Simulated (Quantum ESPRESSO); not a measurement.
## AsSiF3O3 (one run as intended and one with a planted mistake)

A calculation, not a measurement. The program is pw.x of Quantum ESPRESSO 7.5 (plane-wave density functional theory). The cell is made up: 8 atoms on a quartz lattice with one site empty, with randomly drawn elements, strain and displacements, not relaxed. PseudoDojo standard norm-conserving files (v0.5 for PBE, v0.4.1 for LDA and PBEsol) set the functional; there is no spin polarisation, spin-orbit coupling or dispersion term, and the masses in the input are unused placeholders.

Intended input:

```
&control calculation='scf', pseudo_dir='./dojo.nc.sr.pbe.v0_5.standard.upf', outdir='./o', disk_io='low', tprnfor=.true., tstress=.true. /
&system ibrav=0, nat=8, ntyp=4, nbnd=35, ecutwfc=84.00895049, nosym=.true., tot_charge=0,
 occupations='smearing', smearing='fd', degauss=0.0018374661
/
&electrons conv_thr=7.350e-09, electron_maxstep=60, /
ATOMIC_SPECIES
As 1.0 As.upf
F 1.0 F.upf
O 1.0 O.upf
Si 1.0 Si.upf
CELL_PARAMETERS angstrom
5.0739 -0.062 -0.0703
-2.5907 4.5026 0.0262
-0.0771 -0.0113 5.4803
ATOMIC_POSITIONS angstrom
As 2.3326 0.0048 3.5309
Si 1.3489 2.424 0.0299
F 1.4804 1.1349 4.0789
O 3.21 0.5581 2.4643
F 2.6782 2.6482 0.608
F 0.2661 1.883 1.1672
O -1.2253 3.3264 2.9791
O 0.6607 3.8299 4.8217
K_POINTS automatic
5 5 4 1 1 1
```

The log is shortened where brackets say so; the opening notice, blank lines, dates and the lines on written files are dropped, and the path of the files is cut. It prints rydbergs, bohrs and kilobars, and counts compression as positive stress. Where no state is partly filled, the Fermi energy that it prints is only some level between the filled and the empty states on the mesh, and need not lie in the true gap.

Log of the intended run:

```
     Program PWSCF v.7.5
     Parallel version (MPI & OpenMP), running on       4 processor cores
     Number of MPI processes:                 4
     Threads/MPI process:                     1
     [start-up lines left out]
     bravais-lattice index     =            0
     lattice parameter (alat)  =       9.5899  a.u.
     unit-cell volume          =     838.7938 (a.u.)^3
     number of atoms/cell      =            8
     number of atomic types    =            4
     number of electrons       =        58.00
     number of Kohn-Sham states=           35
     kinetic-energy cutoff     =      84.0090  Ry
     charge density cutoff     =     336.0358  Ry
     scf convergence threshold =      7.3E-09
     mixing beta               =       0.7000
     number of iterations used =            8  plain     mixing
     Exchange-correlation= PBE
                           (   1   4   3   4   0   0   0)
     [axes and pseudopotential details left out]
   Cartesian axes
     site n.     atom                  positions (alat units)
         1        As     tau(   1) = (   0.4596468   0.0009459   0.6957760  )
         2        Si     tau(   2) = (   0.2658054   0.4776575   0.0058919  )
         3        F      tau(   3) = (   0.2917179   0.2236359   0.8037612  )
         4        O      tau(   4) = (   0.6325415   0.1099755   0.4855988  )
         5        F      tau(   5) = (   0.5277485   0.5218369   0.1198085  )
         6        F      tau(   6) = (   0.0524359   0.3710516   0.2300008  )
         7        O      tau(   7) = (  -0.2414496   0.6554785   0.5870419  )
         8        O      tau(   8) = (   0.1301932   0.7546949   0.9501325  )
     number of k points=    50  Fermi-Dirac smearing, width (Ry)=  0.0018
                       cart. coord. in units 2pi/alat
        k(    1) = (   0.1037442   0.1717156   0.1175638), wk =   0.0400000
        k(    2) = (   0.1069585   0.1722176   0.3491104), wk =   0.0400000
     [further k points left out]
     Dense  grid:    87217 G-vectors     FFT dimensions: (  60,  60,  64)
     Estimated max dynamical RAM per process >     190.06 MB
     Estimated total dynamical RAM >     696.38 MB
     Initial potential from superposition of free atoms
     starting charge      57.9991, renormalised to      58.0000
     Starting wfcs are   37 randomized atomic wfcs
     total cpu time spent up to now is        2.7 secs
     per-process dynamical memory:   147.0 Mb
     Self-consistent Calculation
     iteration #  1     ecut=    84.01 Ry     beta= 0.70
     Davidson diagonalization with overlap
     ethr =  1.00E-02,  avg # of iterations =  3.1
     total cpu time spent up to now is        8.1 secs
     total energy              =    -466.44672873 Ry
     estimated scf accuracy    <       2.28684033 Ry
     iteration #  2     ecut=    84.01 Ry     beta= 0.70
     Davidson diagonalization with overlap
     ethr =  3.94E-03,  avg # of iterations =  4.1
     total cpu time spent up to now is       13.4 secs
     total energy              =    -465.88163771 Ry
     estimated scf accuracy    <       7.35823406 Ry
     [iterations 3 to 12 left out]
     iteration # 13     ecut=    84.01 Ry     beta= 0.70
     Davidson diagonalization with overlap
     ethr =  1.35E-10,  avg # of iterations =  2.0
     total cpu time spent up to now is       61.6 secs
     total energy              =    -467.50543272 Ry
     estimated scf accuracy    <       0.00000001 Ry
     iteration # 14     ecut=    84.01 Ry     beta= 0.70
     Davidson diagonalization with overlap
     ethr =  2.13E-11,  avg # of iterations =  2.0
     total cpu time spent up to now is       65.7 secs
     End of self-consistent calculation
     [lines on levels left out]
     the Fermi energy is     3.5231 ev
!    total energy              =    -467.50543272 Ry
     estimated scf accuracy    <          7.9E-10 Ry
     smearing contrib. (-TS)   =      -0.00000000 Ry
     internal energy E=F+TS    =    -467.50543272 Ry
     The total energy is F=E-TS. E is the sum of the following terms:
     one-electron contribution =    -355.98523006 Ry
     hartree contribution      =     203.43990888 Ry
     xc contribution           =    -109.39735255 Ry
     ewald contribution        =    -205.56275899 Ry
     convergence has been achieved in  14 iterations
     Forces acting on atoms (cartesian axes, Ry/au):
     atom    1 type  1   force =     0.07143477   -0.57376828   -0.14391374
     atom    2 type  4   force =    -0.27871313    0.08745794   -0.01094337
     atom    3 type  2   force =    -0.31502988    0.43702453    0.27459920
     atom    4 type  3   force =     0.24262666    0.16890630   -0.24815078
     atom    5 type  2   force =     0.15748699    0.00565848    0.04146555
     atom    6 type  2   force =     0.08345755    0.00649410   -0.09986466
     atom    7 type  3   force =    -0.05882397   -0.01892781    0.04839755
     atom    8 type  3   force =     0.09756102   -0.11284527    0.13841025
     Total force =     1.022836     Total SCF correction =     0.000064
     Computing stress (Cartesian axis) and pressure
          total   stress  (Ry/bohr**3)                   (kbar)     P=      174.88
   0.00157268  -0.00025488  -0.00043688          231.35      -37.49      -64.27
  -0.00025488   0.00113090   0.00028404          -37.49      166.36       41.78
  -0.00043688   0.00028404   0.00086279          -64.27       41.78      126.92
     init_run     :      2.57s CPU      2.68s WALL (       1 calls)
     electrons    :     62.70s CPU     62.98s WALL (       1 calls)
     forces       :      0.71s CPU      0.72s WALL (       1 calls)
     stress       :      2.46s CPU      2.46s WALL (       1 calls)
     [timing details left out]
     PWSCF        :   1m 8.53s CPU   1m 8.94s WALL
     JOB DONE.
```

A second run has one planted mistake: the smearing is too wide. The input lines that differ, file-writing options aside:

```
- &system ibrav=0, nat=8, ntyp=4, nbnd=35, ecutwfc=84.00895049, nosym=.true., tot_charge=0,
+ &system ibrav=0, nat=8, ntyp=4, nbnd=53, ecutwfc=84.00895049, nosym=.true., tot_charge=0,
-  occupations='smearing', smearing='fd', degauss=0.0018374661
+  occupations='smearing', smearing='fd', degauss=0.0411592408
```

Its log:

```
     Program PWSCF v.7.5
     Parallel version (MPI & OpenMP), running on       4 processor cores
     Number of MPI processes:                 4
     Threads/MPI process:                     1
     [start-up lines left out]
     bravais-lattice index     =            0
     lattice parameter (alat)  =       9.5899  a.u.
     unit-cell volume          =     838.7938 (a.u.)^3
     number of atoms/cell      =            8
     number of atomic types    =            4
     number of electrons       =        58.00
     number of Kohn-Sham states=           53
     kinetic-energy cutoff     =      84.0090  Ry
     charge density cutoff     =     336.0358  Ry
     scf convergence threshold =      7.3E-09
     mixing beta               =       0.7000
     number of iterations used =            8  plain     mixing
     Exchange-correlation= PBE
                           (   1   4   3   4   0   0   0)
     [axes and pseudopotential details left out]
   Cartesian axes
     site n.     atom                  positions (alat units)
         1        As     tau(   1) = (   0.4596468   0.0009459   0.6957760  )
         2        Si     tau(   2) = (   0.2658054   0.4776575   0.0058919  )
         3        F      tau(   3) = (   0.2917179   0.2236359   0.8037612  )
         4        O      tau(   4) = (   0.6325415   0.1099755   0.4855988  )
         5        F      tau(   5) = (   0.5277485   0.5218369   0.1198085  )
         6        F      tau(   6) = (   0.0524359   0.3710516   0.2300008  )
         7        O      tau(   7) = (  -0.2414496   0.6554785   0.5870419  )
         8        O      tau(   8) = (   0.1301932   0.7546949   0.9501325  )
     number of k points=    50  Fermi-Dirac smearing, width (Ry)=  0.0412
                       cart. coord. in units 2pi/alat
        k(    1) = (   0.1037442   0.1717156   0.1175638), wk =   0.0400000
        k(    2) = (   0.1069585   0.1722176   0.3491104), wk =   0.0400000
     [further k points left out]
     Dense  grid:    87217 G-vectors     FFT dimensions: (  60,  60,  64)
     Estimated max dynamical RAM per process >     244.31 MB
     Estimated total dynamical RAM >     913.35 MB
     Initial potential from superposition of free atoms
     starting charge      57.9991, renormalised to      58.0000
     Starting wfcs are   37 randomized atomic wfcs +   16 random wfcs
     total cpu time spent up to now is        3.2 secs
     per-process dynamical memory:   188.2 Mb
     Self-consistent Calculation
     iteration #  1     ecut=    84.01 Ry     beta= 0.70
     Davidson diagonalization with overlap
     ethr =  1.00E-02,  avg # of iterations =  6.4
     total cpu time spent up to now is       13.5 secs
     total energy              =    -466.52909255 Ry
     estimated scf accuracy    <       2.20045267 Ry
     iteration #  2     ecut=    84.01 Ry     beta= 0.70
     Davidson diagonalization with overlap
     ethr =  3.79E-03,  avg # of iterations =  2.1
     total cpu time spent up to now is       20.3 secs
     total energy              =    -465.92993057 Ry
     estimated scf accuracy    <       7.34808461 Ry
     [iterations 3 to 11 left out]
     iteration # 12     ecut=    84.01 Ry     beta= 0.70
     Davidson diagonalization with overlap
     ethr =  2.72E-10,  avg # of iterations =  2.0
     total cpu time spent up to now is       78.7 secs
     total energy              =    -467.53409335 Ry
     estimated scf accuracy    <       0.00000002 Ry
     iteration # 13     ecut=    84.01 Ry     beta= 0.70
     Davidson diagonalization with overlap
     ethr =  3.79E-11,  avg # of iterations =  1.0
     total cpu time spent up to now is       83.9 secs
     End of self-consistent calculation
     [lines on levels left out]
     the Fermi energy is     3.7653 ev
!    total energy              =    -467.53409336 Ry
     estimated scf accuracy    <          4.8E-10 Ry
     smearing contrib. (-TS)   =      -0.07252946 Ry
     internal energy E=F+TS    =    -467.46156390 Ry
     The total energy is F=E-TS. E is the sum of the following terms:
     one-electron contribution =    -355.83733968 Ry
     hartree contribution      =     203.33807371 Ry
     xc contribution           =    -109.39953894 Ry
     ewald contribution        =    -205.56275899 Ry
     convergence has been achieved in  13 iterations
     Forces acting on atoms (cartesian axes, Ry/au):
     atom    1 type  1   force =     0.07672840   -0.54280308   -0.08765830
     atom    2 type  4   force =    -0.27728406    0.07168290   -0.00269934
     atom    3 type  2   force =    -0.30070095    0.39694946    0.23058204
     atom    4 type  3   force =     0.24425744    0.16422699   -0.26237091
     atom    5 type  2   force =     0.16866486    0.01757319    0.05147317
     atom    6 type  2   force =     0.07139800    0.00962510   -0.07877329
     atom    7 type  3   force =    -0.06312347   -0.03161773    0.03019676
     atom    8 type  3   force =     0.08005977   -0.08563684    0.11924986
     Total force =     0.961004     Total SCF correction =     0.000068
     Computing stress (Cartesian axis) and pressure
          total   stress  (Ry/bohr**3)                   (kbar)     P=      198.48
   0.00165703  -0.00024090  -0.00048183          243.76      -35.44      -70.88
  -0.00024090   0.00128927   0.00036495          -35.44      189.66       53.69
  -0.00048183   0.00036495   0.00110142          -70.88       53.69      162.02
     init_run     :      3.03s CPU      3.15s WALL (       1 calls)
     electrons    :     80.30s CPU     80.66s WALL (       1 calls)
     forces       :      0.93s CPU      0.94s WALL (       1 calls)
     stress       :      3.11s CPU      3.11s WALL (       1 calls)
     [timing details left out]
     PWSCF        :   1m27.49s CPU   1m28.01s WALL
     JOB DONE.
```

|  | intended run | run with the mistake |
| --- | --- | --- |
| free energy (eV) | -6360.735 | -6361.125 |
| smearing term -TS (eV) | 0.0000 | -0.9868 |
| pressure (GPa) | 17.49 | 19.85 |
| largest force component (eV/Å) | 14.752 | 13.956 |
| largest change of a force component (eV/Å) |  | 1.446 |
| iterations | 14 | 13 |

For scale, a rerun of the intended cell at 1437 eV and a 7 x 7 x 6 mesh moved values by no more than 0.004 eV in energy, 0.02 GPa in stress and 0.003 eV/Å in force. The number of bands, nbnd, was set by rule from the electron count and the smearing, so it follows the mistake.